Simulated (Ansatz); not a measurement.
MgS:
```xyz
2
Lattice="0.0000 2.5971 2.5971 2.5971 0.0000 2.5971 2.5971 2.5971 0.0000" Properties=species:S:1:pos:R:3 pbc="T T T"
Mg     0.0000     0.0000     0.0000
S      2.5971     2.5971     2.5971
```

Relaxed with HSE06.

Q: Give the Bader charges and basin volumes of the independent atoms, DFT-HSE06 in the program Ansatz with PAW potentials.

A: 

```json
[
 {"atom": "Mg1", "Bader charge (e)": "+1.70", "Bader volume (Å³)": "5.6"},
 {"atom": "S2", "Bader charge (e)": "-1.70", "Bader volume (Å³)": "29.4"}
]
```

Space group Fm-3m (rock salt). The HSE06 relaxation kept the symmetry of its start.

Potentials: the earlier of the program's two PAW sets. The files were generated under PBE; for other functionals the program regenerates the frozen cores, and for LDA and PBEsol the local potential too.
